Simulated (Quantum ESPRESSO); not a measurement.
## Si3PC3B (input and log of a self-consistent run)

Computed values, not a measurement. The program is pw.x of Quantum ESPRESSO 7.5 (plane-wave density functional theory). The cell is made up: 8 atoms on a wurtzite lattice, with randomly drawn elements, strain and displacements, not relaxed. PseudoDojo standard norm-conserving files (v0.5 for PBE, v0.4.1 for LDA and PBEsol) set the functional; there is no spin polarisation, spin-orbit coupling or dispersion term, and the masses in the input are unused placeholders.

Input:

```
&control calculation='scf', pseudo_dir='./dojo.nc.sr.pbe.v0_5.standard.upf', outdir='./o', disk_io='medium', tprnfor=.true., tstress=.true. /
&system ibrav=0, nat=8, ntyp=4, nbnd=22, ecutwfc=82.02448710, nosym=.true., tot_charge=0,
 occupations='smearing', smearing='fd', degauss=0.0018374661
/
&electrons conv_thr=7.350e-09, electron_maxstep=60, /
ATOMIC_SPECIES
B 1.0 B.upf
C 1.0 C.upf
P 1.0 P.upf
Si 1.0 Si.upf
CELL_PARAMETERS angstrom
3.178 -0.0074 0.0131
-0.0128 5.5135 0.0478
0.0214 0.0451 5.0876
ATOMIC_POSITIONS angstrom
Si -0.0746 -0.0496 0.1088
P 1.6399 2.7787 0.096
Si 1.5653 0.8923 2.6111
Si -0.114 3.6929 2.5879
C 0.0304 -0.0886 1.8901
C 1.4669 2.8644 2.1994
C 1.6165 1.054 4.4807
B -0.03 3.6578 4.4136
K_POINTS automatic
6 4 4 1 1 1
```

The log is shortened where brackets say so; the opening notice, blank lines, dates and the lines on written files are dropped, and the path of the files is cut. It prints rydbergs, bohrs and kilobars, and counts compression as positive stress. With no partly filled state, the Fermi energy that it prints is only some level between the filled and the empty states on the mesh, and need not lie in the true gap.

```
     Program PWSCF v.7.5
     Parallel version (MPI & OpenMP), running on       1 processor cores
     Number of MPI processes:                 1
     Threads/MPI process:                     1
     [start-up lines left out]
     bravais-lattice index     =            0
     lattice parameter (alat)  =       6.0056  a.u.
     unit-cell volume          =     601.5164 (a.u.)^3
     number of atoms/cell      =            8
     number of atomic types    =            4
     number of electrons       =        32.00
     number of Kohn-Sham states=           22
     kinetic-energy cutoff     =      82.0245  Ry
     charge density cutoff     =     328.0979  Ry
     scf convergence threshold =      7.3E-09
     mixing beta               =       0.7000
     number of iterations used =            8  plain     mixing
     Exchange-correlation= PBE
                           (   1   4   3   4   0   0   0)
     [axes and pseudopotential details left out]
   Cartesian axes
     site n.     atom                  positions (alat units)
         1        Si     tau(   1) = (  -0.0234736  -0.0156071   0.0342350  )
         2        P      tau(   2) = (   0.5160106   0.8743451   0.0302073  )
         3        Si     tau(   3) = (   0.4925370   0.2807709   0.8216082  )
         4        Si     tau(   4) = (  -0.0358712   1.1620071   0.8143081  )
         5        C      tau(   5) = (   0.0095657  -0.0278789   0.5947385  )
         6        C      tau(   6) = (   0.4615744   0.9013115   0.6920627  )
         7        C      tau(   7) = (   0.5086475   0.3316514   1.4098961  )
         8        B      tau(   8) = (  -0.0094398   1.1509626   1.3887824  )
     number of k points=    48  Fermi-Dirac smearing, width (Ry)=  0.0018
                       cart. coord. in units 2pi/alat
        k(    1) = (   0.0831831   0.0715759   0.0770985), wk =   0.0416667
        k(    2) = (   0.0825362   0.0702204   0.2332790), wk =   0.0416667
     [further k points left out]
     Dense  grid:    60389 G-vectors     FFT dimensions: (  36,  64,  60)
     Estimated max dynamical RAM per process >      70.71 MB
     Initial potential from superposition of free atoms
     starting charge      31.9976, renormalised to      32.0000
     Starting wfcs are   32 randomized atomic wfcs
     total cpu time spent up to now is        9.7 secs
     per-process dynamical memory:    56.5 Mb
     Self-consistent Calculation
     iteration #  1     ecut=    82.02 Ry     beta= 0.70
     Davidson diagonalization with overlap
     ethr =  1.00E-02,  avg # of iterations =  3.3
     total cpu time spent up to now is       31.0 secs
     total energy              =     -80.61637072 Ry
     estimated scf accuracy    <       1.52895604 Ry
     iteration #  2     ecut=    82.02 Ry     beta= 0.70
     Davidson diagonalization with overlap
     ethr =  4.78E-03,  avg # of iterations =  2.0
     total cpu time spent up to now is       49.7 secs
     total energy              =     -81.01228419 Ry
     estimated scf accuracy    <       0.90952397 Ry
     iteration #  3     ecut=    82.02 Ry     beta= 0.70
     Davidson diagonalization with overlap
     ethr =  2.84E-03,  avg # of iterations =  2.0
     total cpu time spent up to now is       66.9 secs
     total energy              =     -81.17363452 Ry
     estimated scf accuracy    <       0.04599045 Ry
     iteration #  4     ecut=    82.02 Ry     beta= 0.70
     Davidson diagonalization with overlap
     ethr =  1.44E-04,  avg # of iterations =  7.2
     total cpu time spent up to now is       91.3 secs
     total energy              =     -81.18822784 Ry
     estimated scf accuracy    <       0.00604923 Ry
     iteration #  5     ecut=    82.02 Ry     beta= 0.70
     Davidson diagonalization with overlap
     ethr =  1.89E-05,  avg # of iterations =  8.0
     total cpu time spent up to now is      114.2 secs
     total energy              =     -81.18966805 Ry
     estimated scf accuracy    <       0.00162550 Ry
     [iterations 6 to 7 left out]
     iteration #  8     ecut=    82.02 Ry     beta= 0.70
     Davidson diagonalization with overlap
     ethr =  1.25E-07,  avg # of iterations =  2.0
     total cpu time spent up to now is      174.4 secs
     total energy              =     -81.18993029 Ry
     estimated scf accuracy    <       0.00000189 Ry
     iteration #  9     ecut=    82.02 Ry     beta= 0.70
     Davidson diagonalization with overlap
     ethr =  5.90E-09,  avg # of iterations =  4.1
     total cpu time spent up to now is      197.0 secs
     total energy              =     -81.18993078 Ry
     estimated scf accuracy    <       0.00000185 Ry
     iteration # 10     ecut=    82.02 Ry     beta= 0.70
     Davidson diagonalization with overlap
     ethr =  5.77E-09,  avg # of iterations =  2.0
     total cpu time spent up to now is      214.0 secs
     total energy              =     -81.18993091 Ry
     estimated scf accuracy    <       0.00000017 Ry
     iteration # 11     ecut=    82.02 Ry     beta= 0.70
     Davidson diagonalization with overlap
     ethr =  5.20E-10,  avg # of iterations =  2.6
     total cpu time spent up to now is      235.9 secs
     total energy              =     -81.18993098 Ry
     estimated scf accuracy    <       0.00000002 Ry
     iteration # 12     ecut=    82.02 Ry     beta= 0.70
     Davidson diagonalization with overlap
     ethr =  4.83E-11,  avg # of iterations =  2.1
     total cpu time spent up to now is      254.6 secs
     End of self-consistent calculation
          k = 0.0832 0.0716 0.0771 (  7547 PWs)   bands (ev):
    -6.1829  -3.6713  -2.9699  -1.0043   0.6443   1.1528   3.0093   3.6249
     4.8886   5.8276   6.5334   7.0473   7.3530   8.4590   8.9668   9.2360
    11.8092  12.4825  12.9017  13.5688  14.1881  14.5288
     [levels at the other k points left out]
     the Fermi energy is    10.1907 ev
!    total energy              =     -81.18993099 Ry
     estimated scf accuracy    <          3.1E-09 Ry
     smearing contrib. (-TS)   =      -0.00000000 Ry
     internal energy E=F+TS    =     -81.18993099 Ry
     The total energy is F=E-TS. E is the sum of the following terms:
     one-electron contribution =      21.22316810 Ry
     hartree contribution      =       8.68698086 Ry
     xc contribution           =     -29.04727131 Ry
     ewald contribution        =     -82.05280863 Ry
     convergence has been achieved in  12 iterations
     Forces acting on atoms (cartesian axes, Ry/au):
     atom    1 type  4   force =     0.02538345    0.05645953   -0.12341886
     atom    2 type  3   force =    -0.07953490   -0.03610777   -0.00751694
     atom    3 type  4   force =     0.00788513    0.02133028   -0.00973589
     atom    4 type  4   force =     0.00246839    0.01641594   -0.03878688
     atom    5 type  2   force =    -0.03032936    0.09185201    0.09059447
     atom    6 type  2   force =     0.03395535   -0.11917120   -0.16887684
     atom    7 type  2   force =    -0.01428539   -0.05660843    0.08244168
     atom    8 type  1   force =     0.05445733    0.02582964    0.17529927
     Total force =     0.367625     Total SCF correction =     0.000032
     Computing stress (Cartesian axis) and pressure
          total   stress  (Ry/bohr**3)                   (kbar)     P=       -3.27
  -0.00045093   0.00010211  -0.00001964          -66.33       15.02       -2.89
   0.00010211  -0.00056202  -0.00028656           15.02      -82.68      -42.15
  -0.00001964  -0.00028656   0.00094633           -2.89      -42.15      139.21
     init_run     :      8.12s CPU      9.54s WALL (       1 calls)
     electrons    :    233.56s CPU    244.86s WALL (       1 calls)
     forces       :      3.07s CPU      3.18s WALL (       1 calls)
     stress       :     16.42s CPU     16.56s WALL (       1 calls)
     [timing details left out]
     PWSCF        :   4m21.54s CPU   4m34.97s WALL
     JOB DONE.
```

In other units: free energy -1104.645 eV for the cell, pressure -0.33 GPa, largest force component 4.507 eV/Å. A rerun of a related cell, with the same atoms placed differently, at 1347 eV and a 8 x 6 x 6 mesh moved values by no more than 0.006 eV in energy, 0.15 GPa in stress and 0.012 eV/Å in force.